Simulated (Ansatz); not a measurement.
CoPdO$_{2}$:
```cif
data_CoO2Pd
_chemical_formula_sum 'Pd1 Co1 O2'
_space_group_name_H-M_alt 'P 1'
_space_group_IT_number 1
_cell_length_a 6.16984
_cell_length_b 6.16984
_cell_length_c 6.16984
_cell_angle_alpha 26.821
_cell_angle_beta 26.821
_cell_angle_gamma 26.821
loop_
_space_group_symop_operation_xyz
  'x, y, z'
loop_
_atom_site_label
_atom_site_type_symbol
_atom_site_fract_x
_atom_site_fract_y
_atom_site_fract_z
_atom_site_occupancy
Pd1 Pd 0.00000 0.00000 0.00000 1
Co1 Co 0.50000 0.50000 0.50000 1
O1 O 0.11282 0.11282 0.11282 1
O2 O 0.88718 0.88718 0.88718 1
```

Relaxed with PBE.

**Question.** Which orbitals make up the states near the Fermi level in plane-wave PAW PBE (Ansatz code)?

**Answer.** Within 0.5 eV of the Fermi level: Pd 4d 41 %, Co 3d 33 %, O 2p 16 %, outside the projected shells 6 %. Projections are on Löwdin-orthogonalised atomic valence shells; empty p or d shells of many metals are not among them.

**Question.** Tabulate the density of states.

**Answer.** States/eV per cell of 4 atoms, in 0.25 eV bins, energy from the Fermi level.

```
E (eV)  total  O 2p  Pd 4d  Co 3d
------  -----  ----  -----  -----
-7.85    1.54  1.07   0.16   0.20
-7.60    2.66  1.87   0.28   0.34
-7.35    3.26  2.37   0.37   0.39
-7.10    2.54  1.86   0.28   0.30
-6.85    2.90  2.11   0.23   0.44
-6.60    2.03  1.49   0.10   0.34
-6.35    1.67  1.12   0.19   0.28
-6.10    3.18  2.06   0.37   0.65
-5.85    4.47  2.81   0.38   1.20
-5.60    4.42  2.91   0.29   1.11
-5.35    1.65  1.11   0.14   0.34
-5.10    2.81  1.91   0.41   0.40
-4.85    3.75  2.34   0.82   0.39
-4.60    3.45  2.34   0.66   0.30
-4.35    2.93  2.11   0.46   0.26
-4.10    2.69  1.30   1.10   0.21
-3.85    2.70  0.98   1.47   0.16
-3.60    2.65  0.93   1.49   0.12
-3.35    2.21  0.80   1.26   0.07
-3.10    1.34  0.20   1.09   0.03
-2.85    1.22  0.09   1.03   0.07
-2.60    3.06  0.22   2.49   0.25
-2.35    3.38  0.39   2.54   0.35
-2.10    4.83  0.62   3.60   0.47
-1.85    5.49  0.34   4.22   0.82
-1.60    6.62  0.25   4.00   2.26
-1.35    4.33  0.26   1.47   2.52
-1.10    6.73  0.50   1.51   4.56
-0.85    8.64  0.91   1.47   6.07
-0.60    6.23  1.10   1.20   3.77
-0.35    1.38  0.22   0.52   0.53
-0.10    0.58  0.08   0.31   0.10
0.15     1.20  0.16   0.55   0.33
0.40     2.57  0.45   1.09   0.78
0.65     0.86  0.17   0.19   0.39
0.90     1.26  0.30   0.07   0.73
1.15     2.32  0.65   0.12   1.31
1.40     4.65  1.56   0.25   2.57
1.65     5.16  2.03   0.38   2.60
1.90     1.95  0.82   0.15   0.95
2.15     0.02  0.01   0.00   0.01
2.40     0.00  0.00   0.00   0.00
2.65     0.00  0.00   0.00   0.00
2.90     0.08  0.01   0.01   0.00
3.15     0.24  0.03   0.03   0.01
3.40     0.71  0.08   0.09   0.02
3.65     1.37  0.16   0.15   0.04
3.90     1.61  0.21   0.17   0.06
4.15     1.84  0.26   0.20   0.08
4.40     0.53  0.04   0.03   0.01
4.65     0.36  0.02   0.02   0.01
```

Space group R-3m. The PBE relaxation kept the symmetry of its start. The workflow began spin-polarised and lost its moments. No Hubbard U is applied. The compound may be a true metal, but semilocal functionals without U, or a wrong spin order, can also close a gap. Spin–orbit coupling is left out wherever it is not named.

Potentials: the later of the program's two PAW sets.
